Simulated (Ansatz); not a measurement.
ZrC:
```cif
data_C2Zr2
_chemical_formula_sum 'Zr2 C2'
_space_group_name_H-M_alt 'P63/mmc'
_space_group_IT_number 194
_space_group_name_Hall '-P 6c 2c'
_cell_length_a 3.35372
_cell_length_b 3.35372
_cell_length_c 5.21579
_cell_angle_alpha 90.000
_cell_angle_beta 90.000
_cell_angle_gamma 120.000
loop_
_atom_site_label
_atom_site_type_symbol
_atom_site_symmetry_multiplicity
_atom_site_Wyckoff_symbol
_atom_site_fract_x
_atom_site_fract_y
_atom_site_fract_z
_atom_site_occupancy
Zr1 Zr 2 c 0.33333 0.66667 0.25000 1
C1 C 2 a 0.00000 0.00000 0.00000 1
```

Relaxed at zero pressure with PBEsol in the plane-wave PAW code Ansatz.

Task: The volume is lowered by 6 % and shape and atoms relax at that volume. What pressure results, and how do the axes share the change?

Result: 16.4 GPa; a -2.0 %, b -2.0 %, c -2.2 %; the energy rises by 37 meV/atom.

Task: Give the new structure.

Result: 
Space group P6₃/mmc (No. 194); a = 3.288 Å, b = 3.288 Å, c = 5.102 Å, α = 90.00°, β = 90.00°, γ = 120.00°

```
atom  site  symmetry       x       y       z
----  ----  --------  ------  ------  ------
Zr      2c      -6m2  0.3333  0.6667  0.2500
C       2a      -3m.  0.0000  0.0000  0.0000
```

The phase is kept; no other phase was compared at this pressure.

Space group P6_3/mmc (NiAs type). The workflow started from a Materials Project entry (that database holds measured and hypothetical structures alike); the Crystallography Open Database copy checked does not list it. It is not the phase usual at ambient conditions (space group No. 225). The cell was relaxed with PBEsol under the symmetry of its start; whether a distortion lowers the energy is not shown. No spin polarisation was allowed.

Potentials: the later of the program's two PAW sets.
